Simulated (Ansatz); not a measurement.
Consider the following.

YSiNi4:
Space group Cmmm (No. 65); a = 5.031 Å, b = 8.118 Å, c = 3.912 Å, α = β = γ = 90.00°

```tsv
atom	site	symmetry	x	y	z
Y	2a	mmm	0.0000	0.0000	0.0000
Si	2c	mmm	0.0000	0.5000	0.5000
Ni	4i	m2m	0.0000	0.3417	0.0000
Ni	4f	..2/m	0.2500	0.2500	0.5000
```
(The calculation used a cell of 6 atoms; values per cell refer to that cell.)

This is the r²SCAN-relaxed structure.

Problem. All from r²SCAN in the plane-wave PAW code Ansatz, unless another level is named. Predict the electronic character.

Solution. metallic (no gap).

Problem. Predict the formation energy from the elements (no fitted shifts).

Solution. -0.59 eV/atom.

Problem. Predict the density of states at the Fermi level.

Solution. 0.62 states/eV per atom (mean over ±0.08 eV).

The first step of the workflow began from a Materials Project structure, measured or hypothetical; the Crystallography Open Database copy checked does not list it. Whether it is the stable phase at ambient conditions was not checked. Symmetry was held in the r²SCAN relaxation; whether a distortion lowers the energy is not shown. No spin polarisation was allowed. The references are the lowest solids computed at this level, not always the standard phases. Scalar-relativistic: spin–orbit coupling is off unless named, which matters more the heavier the elements.

Potentials: the earlier of the program's two PAW sets.
